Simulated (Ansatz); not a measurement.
A geometry of AlAu away from equilibrium: step 2 of the relaxation of a relaxed AlAu cell, doubled along one cell vector, shaken by Gaussian noise of σ = 0.08 Å a coordinate. The numbers are results of PBE (plane waves to 420 eV, PAW, scalar-relativistic; Ansatz, a first-principles code), not measurements. Γ-centred k-mesh 6×10×8 on the run's cell (coarser than for final values), Fermi–Dirac smearing 0.05 eV.

```xyz
4
Lattice="5.4664 0.0060 -0.0318 0.0036 3.3413 -0.0002 -0.0253 -0.0003 4.3839" Properties=species:S:1:pos:R:3:forces:R:3 pbc="T T T" free_energy=-27374.001 pressure_GPa=3.5
Al     1.3010    -0.0331     2.1626   -0.0026    0.0057   -0.1172
Al     4.0641    -0.0537     2.1455   -0.3838    0.0089    0.1020
Au    -0.0424    -0.0015     0.0476   -1.1823   -0.0099   -0.3563
Au     2.5820    -0.0043    -0.1077    1.5688   -0.0047    0.3715
```

Positions in Å, forces in eV/Å, free energy of the cell in eV (comparable only within this code, potentials and settings). Largest force: 1.61 eV/Å, on Au4 (atoms numbered as listed); the geometry lies 0.22 eV/atom above the end of its relaxation.

No spin polarisation in the result.

The end of the path is a generated cell of AlAu: the first start was made by placing the elements on the sites of a structure type, and the end was not matched to a known phase here, so it may be hypothetical.
